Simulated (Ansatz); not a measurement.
Sb:
Space group R-3m, hexagonal axes (No. 166); a = 4.3219 Å, b = 4.3219 Å, c = 11.0655 Å, α = 90.00°, β = 90.00°, γ = 120.00°

| atom | site | symmetry | x | y | z |
|---|---|---|---|---|---|
| Sb | 6c | 3m | 0.0000 | 0.0000 | 0.2357 |
(The calculation used a cell of 2 atoms; values per cell refer to that cell.)

Relaxed with PBEsol.

**Question.** Which orbitals make up the states near the Fermi level in DFT-PBEsol in the program Ansatz with PAW potentials?

**Answer.** Within 0.5 eV of the Fermi level: Sb 5p 83 %, Sb 5s 13 %. Projections are on Löwdin-orthogonalised atomic valence shells; empty p or d shells of many metals are not among them.

**Question.** Tabulate the density of states.

**Answer.** States/eV per cell of 2 atoms, in 0.25 eV bins, energy from the Fermi level.

| E (eV) | total | Sb 5p | Sb 5s |
|---|---|---|---|
| -7.85 | 0.63 | 0.13 | 0.51 |
| -7.60 | 0.47 | 0.10 | 0.37 |
| -7.35 | 0.36 | 0.08 | 0.29 |
| -7.10 | 0.29 | 0.06 | 0.23 |
| -6.85 | 0.23 | 0.05 | 0.18 |
| -6.60 | 0.18 | 0.04 | 0.14 |
| -6.35 | 0.15 | 0.03 | 0.12 |
| -6.10 | 0.11 | 0.02 | 0.09 |
| -5.85 | 0.09 | 0.02 | 0.07 |
| -5.60 | 0.17 | 0.11 | 0.06 |
| -5.35 | 0.55 | 0.49 | 0.06 |
| -5.10 | 0.71 | 0.66 | 0.05 |
| -4.85 | 0.76 | 0.72 | 0.04 |
| -4.60 | 0.80 | 0.76 | 0.03 |
| -4.35 | 0.92 | 0.87 | 0.04 |
| -4.10 | 1.04 | 0.99 | 0.05 |
| -3.85 | 1.24 | 1.18 | 0.05 |
| -3.60 | 1.50 | 1.43 | 0.06 |
| -3.35 | 1.48 | 1.40 | 0.07 |
| -3.10 | 1.46 | 1.37 | 0.08 |
| -2.85 | 1.45 | 1.34 | 0.09 |
| -2.60 | 1.44 | 1.33 | 0.09 |
| -2.35 | 1.45 | 1.33 | 0.10 |
| -2.10 | 1.45 | 1.32 | 0.11 |
| -1.85 | 1.47 | 1.34 | 0.11 |
| -1.60 | 1.41 | 1.27 | 0.12 |
| -1.35 | 1.21 | 1.07 | 0.12 |
| -1.10 | 1.13 | 0.98 | 0.13 |
| -0.85 | 1.13 | 0.96 | 0.14 |
| -0.60 | 0.83 | 0.70 | 0.11 |
| -0.35 | 0.46 | 0.37 | 0.07 |
| -0.10 | 0.10 | 0.08 | 0.02 |
| 0.15 | 0.28 | 0.24 | 0.04 |
| 0.40 | 1.16 | 0.98 | 0.13 |
| 0.65 | 1.54 | 1.31 | 0.17 |
| 0.90 | 1.35 | 1.15 | 0.14 |
| 1.15 | 1.17 | 1.00 | 0.12 |
| 1.40 | 1.12 | 0.96 | 0.10 |
| 1.65 | 1.18 | 0.98 | 0.10 |
| 1.90 | 1.40 | 1.06 | 0.09 |
| 2.15 | 1.78 | 1.25 | 0.09 |
| 2.40 | 1.60 | 1.19 | 0.08 |
| 2.65 | 1.05 | 0.86 | 0.06 |
| 2.90 | 1.10 | 0.93 | 0.05 |
| 3.15 | 1.38 | 1.04 | 0.04 |
| 3.40 | 1.55 | 1.04 | 0.04 |
| 3.65 | 1.21 | 0.84 | 0.03 |
| 3.90 | 1.02 | 0.70 | 0.03 |
| 4.15 | 1.47 | 0.78 | 0.02 |
| 4.40 | 1.75 | 0.81 | 0.02 |
| 4.65 | 1.64 | 0.77 | 0.02 |

The cell was relaxed with PBEsol under the symmetry of its start. Spin–orbit coupling is left out wherever it is not named.

Potentials: the earlier of the program's two PAW sets. The files were generated under PBE; for other functionals the program regenerates the frozen cores, and for LDA and PBEsol the local potential too.
